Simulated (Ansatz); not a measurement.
Ag$_{2}$PdO$_{2}$:
```
CELL_PARAMETERS angstrom
     -1.50512     2.27700     4.96876
      1.50512    -2.27700     4.96876
      1.50512     2.27700    -4.96876
ATOMIC_POSITIONS crystal
  Pd 0.00000 0.00000 0.00000
  O  0.86080 0.36080 0.50000
  O  0.13920 0.63920 0.50000
  Ag 0.35765 0.35765 0.00000
  Ag 0.64235 0.64235 0.00000
```

Relaxed with r²SCAN. Special points in fractions of this cell's reciprocal vectors: Γ (0.000, 0.000, 0.000); X (0.500, 0.500, -0.500); F2 (0.273, 0.727, -0.273); Σ0 (-0.273, 0.273, 0.273); Y0 (0.303, -0.303, 0.303); U0 (0.697, 0.303, -0.303); R (0.000, 0.500, 0.000); W (0.250, 0.250, 0.250); S (0.500, 0.000, 0.000); T (0.000, 0.000, 0.500).

**Question.** List the band energies nearest the valence-band maximum at these points for plane-wave PAW r²SCAN (Ansatz code).

**Answer.** In eV from the valence-band maximum; about four levels below and three above (degenerate sets whole), none deeper than 8.9 eV; points with the same levels are listed once.

```json
[
 {"k": "Γ", "below": "-2.10 -1.99 -1.94 -0.86", "above": "0.26 2.07 4.32"},
 {"k": "X", "below": "-2.57 -1.90 -1.83 -0.86", "above": "2.00 2.13 2.16"},
 {"k": "F2", "below": "-2.15 -1.88 -1.13 -0.88", "above": "1.46 3.38 4.99"},
 {"k": "Y0", "below": "-2.04 -1.80 -0.84 -0.11", "above": "2.10 2.16 3.89"},
 {"k": "R", "below": "-2.07 -1.95 -1.28 -0.87", "above": "1.67 3.36 4.92"},
 {"k": "W", "below": "-1.93 -0.74 -0.33 0.00", "above": "1.31 3.04 5.71"},
 {"k": "S", "below": "-1.94 -1.87 -0.89 -0.27", "above": "2.15 2.30 3.68"},
 {"k": "T", "below": "-1.93 -0.69 -0.35 -0.01", "above": "1.75 2.45 5.89"}
]
```

Space group Immm. The workflow started from an entry of the Crystallography Open Database (COD). Whether it is the stable phase at ambient conditions was not checked. The r²SCAN relaxation kept the symmetry of its start; its stability against distortions is not shown here. The run is not spin-polarised. Scalar-relativistic: spin–orbit coupling is off unless named, which matters more the heavier the elements.

Potentials: the later of the program's two PAW sets.
